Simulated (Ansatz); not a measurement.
Space group Cmcm (No. 63). a = 3.867 Å, b = 10.236 Å, c = 10.236 Å, α = 90.00°, β = 90.00°, γ = 90.00°
```
atom site symmetry x y z
  Nb    8f m..  0.0000  0.1318  0.9412
  Nb    4c m2m  0.0000  0.2031  0.2500
   N    8f m..  0.0000  0.3089  0.4263
   N    8f m..  0.0000  0.0468  0.1204
   N    4c m2m  0.0000  0.2349  0.7500
```

Equation of state of this Nb₃N₅ structure (not necessarily the ground state), with shape and atoms relaxed at each volume where symmetry leaves them free. Method: DFT PBEsol, scalar-relativistic, plane waves, PAW in Ansatz 0.2.0.

Settings: cutoff 420 eV, Γ-centred mesh 8×8×4 on the computed 16-atom cell, Gaussian smearing of 0.02 eV; no spin polarisation.

```json
{"V (Å³/atom)": "11.142", "E − E(largest V) (meV/atom)": "91.00", "P (GPa)": "39.06", "gap on mesh (eV)": "0.59"}
{"V (Å³/atom)": "11.521", "E − E(largest V) (meV/atom)": "13.12", "P (GPa)": "26.95", "gap on mesh (eV)": "0.64"}
{"V (Å³/atom)": "11.901", "E − E(largest V) (meV/atom)": "-38.09", "P (GPa)": "16.52", "gap on mesh (eV)": "0.68"}
{"V (Å³/atom)": "12.281", "E − E(largest V) (meV/atom)": "-66.37", "P (GPa)": "7.58", "gap on mesh (eV)": "0.71"}
{"V (Å³/atom)": "12.661", "E − E(largest V) (meV/atom)": "-75.09", "P (GPa)": "-0.01", "gap on mesh (eV)": "0.73"}
{"V (Å³/atom)": "13.041", "E − E(largest V) (meV/atom)": "-67.27", "P (GPa)": "-6.39", "gap on mesh (eV)": "0.76"}
{"V (Å³/atom)": "13.420", "E − E(largest V) (meV/atom)": "-45.69", "P (GPa)": "-11.64", "gap on mesh (eV)": "0.79"}
{"V (Å³/atom)": "13.927", "E − E(largest V) (meV/atom)": "0.00", "P (GPa)": "-16.96", "gap on mesh (eV)": "0.84"}
```

Problem. Fit a third-order Birch–Murnaghan equation to E(V).

Solution. V0 = 12.66 Å³/atom, B0 = 228 GPa, B0' = 4.7.

The gaps are read on the mesh, which can miss the band edges, so they can be too wide.

Cost: 8 runs of about 27 core-minutes in all, on AMD EPYC 9R45 (Zen 5) (shared hosts).